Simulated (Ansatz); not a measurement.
C, diamond: geometry optimisation

Method: DFT, r2SCAN, plane waves (500 eV) with PAW, scalar-relativistic in Ansatz. (PAW data from PBE, frozen cores regenerated.)

k-point mesh 8×8×8, Fermi-Dirac smearing 0.05 eV, no spin polarisation. Cell and atoms relax.

Starting structure:

```
C
1.0
     0.00000    1.78340    1.78340
     1.78340    0.00000    1.78340
     1.78340    1.78340    0.00000
C
2
Direct
  0.50000 0.50000 0.50000
  0.75000 0.75000 0.75000
```

What cell does the relaxation end in?

Fd-3m with a = 3.560 Å; 5.64 Å³ per atom against 5.67 at the start (-0.5 %).

How much energy does the relaxation gain?

0.2 meV per atom.
